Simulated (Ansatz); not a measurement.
# TiP single point

input.yaml (Ansatz 0.2.0)

```yaml
crystal:
  lattice:
    - [3.563283, 0.0, 0.0]
    - [-1.781641, 3.085896, 0.0]
    - [0.0, 0.0, 11.918182]
  atoms:
    - { symbol: Ti, position: [0.33333, 0.66667, 0.125] }
    - { symbol: Ti, position: [0.66666, 0.33333, 0.625] }
    - { symbol: Ti, position: [0.33333, 0.66667, 0.375] }
    - { symbol: Ti, position: [0.66667, 0.33334, 0.875] }
    - { symbol: P, position: [0.0, 0.0, 0.0] }
    - { symbol: P, position: [0.0, 0.0, 0.5] }
    - { symbol: P, position: [0.66667, 0.33333, 0.25] }
    - { symbol: P, position: [0.33334, 0.66667, 0.75] }
  symmetry: { tolerance: 0.0003 }
kpoints:
  mp_grid: { grid: [11, 11, 3], shift: [0, 0, 0] }
  band_path:
    path:
      - [0.0, 0.0, 0.0]
      - [0.5, 0.0, 0.0]
      - [0.33333333, 0.33333333, 0.0]
      - [0.0, 0.0, 0.0]
      - [0.0, 0.0, 0.5]
      - [0.5, 0.0, 0.5]
      - [0.33333333, 0.33333333, 0.5]
      - [0.0, 0.0, 0.5]
      - [0.5, 0.0, 0.5]
      - [0.5, 0.0, 0.0]
      - [0.33333333, 0.33333333, 0.5]
    npoints: 6
magnetization:
  spin_polarized: false
scf:
  occupations: { method: methfessel_paxton, width: 0.2744 }
  lower_state_search: "off"
  max_iter: 200
hamiltonian:
  pseudopotentials: { kind: paw }
  xc: r2scan
basis:
  ecutwfc: 500
  fft_grid_basis: typed
output:
  forces: true
  stress: true
  eigenvalues: true
  bader: true
  populations: true
  elf: true
  write_potential: true
  volumetric_format: npy
  dos:
    e_range: [-12, 8]
    de: 0.05
    projected: { site_lists: { P: [P], Ti: [Ti] } }
checkpoint:
  read: saved_state
```

The saved state is an earlier solution for the same cell, perhaps on another mesh. 

Output (shortened):

```
SCF iter   1: F=—  Δρ=1.10e-3  dr2=4.28e-4  dr2_τ=1.07e-2
SCF iter   2: F=—  S|Δr|=    0.00e0  Δρ=6.04e-4  dr2=1.56e-4  dr2_τ=1.19e-4
SCF iter   3: F=—  S|Δr|=    0.00e0  Δρ=1.22e-4  dr2=2.37e-5  dr2_τ=3.07e-6
SCF iter   4: F=—  S|Δr|=    0.00e0  Δρ=6.03e-5  dr2=7.32e-6  dr2_τ=3.76e-7
SCF iter   5: F=—  S|Δr|=    0.00e0  Δρ=2.81e-5  dr2=2.23e-6  dr2_τ=1.09e-7
SCF iter   6: F=—  S|Δr|=    0.00e0  Δρ=8.02e-6  dr2=1.96e-7  dr2_τ=4.84e-9
SCF iter   7: F=-13064.2794 eV  S|Δr|=    0.00e0  Δρ=2.18e-6  dr2=9.54e-9  dr2_τ=3.68e-10
Free energy (F): -13064.2794 eV
Harris-Foulkes:  -13064.2794 eV  (|F-HF|=2.98e-10)
Internal energy: -13064.2920 eV  (E = F + TS)
E sigma→0 (E₀):  -13064.2826 eV
Entropy (-TS):   0.0126 eV (1.579 meV/atom)
Fermi energy:    11.9360 eV
--- Per-component energies (eV) ---
  E_band       = -692.6678
  E_kinetic    = 1373.1180
  E_local      = -3965.4269  (includes V_loc(G=0)·N_el)
  E_nonlocal   = 160.9812
  E_hartree    = 1619.3097
  E_xc         = -610.3793
  E_vxc        = -797.9483  (∫ρ·V_xc dr)
  E_paw        = -6529.1793  (= ΣΔE_a)
  E_vpaw       = -749.9649  (= ΣTr[D̂ρ^β])
  E_aug_tail   = 0.0004  (compensation charges beyond the density's cutoff)
  E_vtau       = 47.9549  (kinetic-family band-sum trace: ∫τ·v_τ [+ j·A + Jᵃ·Aᵃ] dr)
  E_ewald      = -5111.3386
  E_core_change = -1.3772  (= ΣΔE_core)
  E_smearing   = 0.0126  (= −TS)
--- Forces (eV/Å), atoms counted from 1 ---
  atom   1  Ti     0.0000     0.0000    -1.1712
  atom   2  Ti     0.0000     0.0000    -1.1712
  atom   3  Ti     0.0000     0.0000     1.1712
  atom   4  Ti     0.0000     0.0000     1.1712
  atom   5  P      0.0000     0.0000     0.0000
  atom   6  P      0.0000     0.0000     0.0000
  atom   7  P      0.0000     0.0000     0.0000
  atom   8  P      0.0000     0.0000     0.0000
--- Stress (GPa, compression-positive) ---
       -6.4463       0.0000       0.0000
        0.0000      -6.4463       0.0000
        0.0000       0.0000      -6.6038
  P = ⅓ Tr σ = -6.4988 GPa (-64.988 kbar)
```

Origin: a database entry at a rescaled volume. Caveats: wide smearing.
